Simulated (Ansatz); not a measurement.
TaGa$_{3}$ (I4/mmm): electronic heat capacity and spin susceptibility from the density of states

Method: DFT r2SCAN, scalar-relativistic, plane waves, PAW in Ansatz 0.2.0.

Settings: cutoff 500 eV, Γ-centred mesh 16×16×16 on the computed 4-atom cell, Gaussian smearing of 0.10 eV; no spin polarisation.

Relaxed cell: I4/mmm, a = 3.789 Å, b = 3.789 Å, c = 8.668 Å, α = 90.00°, β = 90.00°, γ = 90.00°, 4 atoms in the primitive cell. Whether it is the stable form of this composition wasn't checked.

The density of states at the Fermi level is 0.598 states/eV in the cell of 4 atoms (1 formula unit; both spins, tetrahedra on a 24×24×24 mesh).

**Question.** What Sommerfeld coefficient and Pauli susceptibility does this give?

**Answer.** Per formula unit N(E_F) = 0.598 states/eV. γ = (π²/3) k_B² N(E_F) N_A = 2.357 mJ/(mol K²) per state/eV, so γ = 1.4 mJ/(mol K²), a mole of formula units. χ_P = μ_B² N(E_F) N_A = 3.23×10⁻⁵ emu/mol per state/eV gives 1.9×10⁻⁵ emu/mol. This is the bare band result: a measured γ of the same phase is as a rule larger by a factor 1 + λ from phonons and spin fluctuations, the spin part of χ is larger by the Stoner factor, and a measured χ also holds orbital and core terms. N(E_F) at one energy is sensitive to the mesh where the density of states has sharp peaks.

Spin-orbit coupling is left out, which matters for the bands of heavy elements.